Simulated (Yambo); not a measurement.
G0W0@PBEsol for CoPS (space group P2_13, No. 198) in Yambo. Reference settings: 2×2×2 Γ-centred k mesh, bands 17 to 318 and a 8 Ry block in the screening, 318 bands in G with the Bruneval-Gonze terminator, plasmon pole fitted at 27.2 eV. The PBEsol gap M → Γ on this mesh is 1.39 eV; G0W0 gaps are taken between the same points.

With and without the terminator, as bands are cut:

```csv
bands in G (in W),"gap, terminator (eV)","gap, none (eV)","valence shift, terminator (eV)","valence shift, none (eV)"
134 (318),1.931,1.951,0.109,0.640
212 (318),1.964,2.016,0.075,0.362
318 (318),1.978,2.032,0.071,0.230
```

Over this range the gap spans 0.047 eV with the terminator and 0.081 eV without, the valence shift 0.038 eV and 0.410 eV. Neither column has reached its limit for certain. In the run with 318 bands and a 8 Ry block, which covers more k points, the smallest G0W0 gap is 1.90 eV, X → Γ.

Geometry of the Materials Project entry, not relaxed at this level; primitive cell a = 5.4016 Å, b = 5.4016 Å, c = 5.4016 Å, α = 90.00°, β = 90.00°, γ = 90.00°.

The structure is a Materials Project entry; no match was found in the copy of COD used, and its stability was not checked.

The runs are not spin-polarised; magnetic order was not tried.

A shift is the quasiparticle energy of the state minus its PBEsol energy.
